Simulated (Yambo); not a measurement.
CsCaH$_{3}$: sweep of GW parameters

G0W0@LDA for CsCaH₃ (cubic perovskite, space group Pm-3m, No. 221) in Yambo. Reference settings: 4×4×4 Γ-centred k mesh, 175 bands and a 8 Ry block in the screening, 175 bands in G with the Bruneval-Gonze terminator, plasmon pole fitted at 27.2 eV. The LDA gap M → M on this mesh is 2.81 eV; G0W0 gaps are taken between the same points.

```csv
change from the reference,G0W0 gap M → M (eV),shift of the valence edge (eV),rough Yambo cost
reference settings,5.33,-1.53,1
"33 bands in W, 33 bands in G",5.26,-0.94,about 1/5
"93 bands in W, 93 bands in G",5.31,-1.42,within a factor of two
"133 bands in W, 133 bands in G",5.32,-1.49,within a factor of two
wavefunctions cut at 20 Ry,5.33,-1.52,within a factor of two
"33 bands in W, 33 bands in G, 3 Ry block",5.20,-0.91,about 1/9
"60 bands in W, 60 bands in G, 2 Ry block",5.09,-1.12,about 1/5
"60 bands in W, 60 bands in G, 3 Ry block",5.16,-1.17,about 1/5
"93 bands in W, 93 bands in G, 2 Ry block",5.06,-1.18,about 1/3
"133 bands in W, 133 bands in G, 5 Ry block",5.25,-1.42,within a factor of two
5 Ry block,5.25,-1.44,within a factor of two
"33 bands in W, 33 bands in G, 3 Ry block, no terminator",5.23,-0.68,about 1/10
"93 bands in W, 93 bands in G, 3 Ry block, no terminator",5.16,-1.20,about 1/3
"133 bands in W, 133 bands in G, 3 Ry block, no terminator",5.13,-1.28,about 1/2
"3 Ry block, no terminator",5.12,-1.31,within a factor of two
```

The reference isn't shown to be the converged limit. Costs are rough (shared machines), scaled to the same edge states, and given only for runs that recompute the screening.

The cell is held in this high symmetry; tilts and polar distortions were not searched.

Geometry of the Materials Project entry, not relaxed at this level; primitive cell a = 4.6212 Å, b = 4.6212 Å, c = 4.6212 Å, α = 90.00°, β = 90.00°, γ = 90.00°.

The structure is a Materials Project entry; no match was found in the copy of COD used, and its stability was not checked.

A shift is the quasiparticle energy of the state minus its LDA energy.
